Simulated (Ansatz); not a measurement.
A surface is cut from this relaxed crystal of Cu:

```cif
data_structure
_symmetry_space_group_name_H-M 'P 1'
_symmetry_Int_Tables_number 1
_cell_length_a 2.4878
_cell_length_b 2.4878
_cell_length_c 2.4878
_cell_angle_alpha 60.000
_cell_angle_beta 60.000
_cell_angle_gamma 60.000
_cell_volume 10.89
loop_
_atom_site_label
_atom_site_type_symbol
_atom_site_fract_x
_atom_site_fract_y
_atom_site_fract_z
_atom_site_occupancy
Cu1 Cu 0.00000 0.00000 0.00000 1
```

Miller indices refer to the conventional cell of Fm-3m (No. 225), a = 3.518 Å, b = 3.518 Å, c = 3.518 Å, α = 90.00°, β = 90.00°, γ = 90.00°.

The calculation used DFT LDA, scalar-relativistic, plane waves, PAW in Ansatz. Cutoff 420 eV, Gaussian smearing of 0.10 eV, no spin polarisation. A dipole correction acts along the normal.

A relaxed slab with low-index faces, about a nanometre thick, has these properties:

```json
{"Surface energy (mean of both faces)": "1.85 J/m²", "Work function": "5.27 eV"}
```

Q: Which low-index plane was cut?

A: The (111) plane.